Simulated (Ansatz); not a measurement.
A generated cell, not matched to a known phase here, of As$_{2}$Ru: C2/m (No. 12), mS12; a = 8.613 Å, b = 3.721 Å, c = 7.282 Å, α = γ = 90.00°, β = 122.43°; Ru 4i (0.343, 0.000, 0.293); As 4i (0.159, 0.500, 0.053); As 4i (0.094, 0.000, 0.398). These are PBEsol (plane waves to 420 eV, PAW, scalar-relativistic; Ansatz, an electronic-structure program) values and carry that method's errors. Element references, the lowest calculated here: As (R-3m), Ru (P6₃/mmc).

Task: Give the formation energy of this C2/m form of As2Ru from the elements at the level PBEsol.

Result: -0.15 eV/atom.

Task: How does this cell stand against the other phases calculated?

Result: It lies 0.03 eV/atom above their hull: As2Ru → As + AsRu (AsRu Pnma, As R-3m) releases that much. A lower structure of this composition may exist.

This is the hull of the energies calculated here, no anion corrections; phases that were not calculated are missing from it. Values are rounded to 0.01 eV/atom. Not shown to be the ambient phase of their composition (a lower form may be missing, and a cell relaxed within its start's symmetry can be a saddle point): As2Ru (C2/m). The compounds carry no spin polarisation.
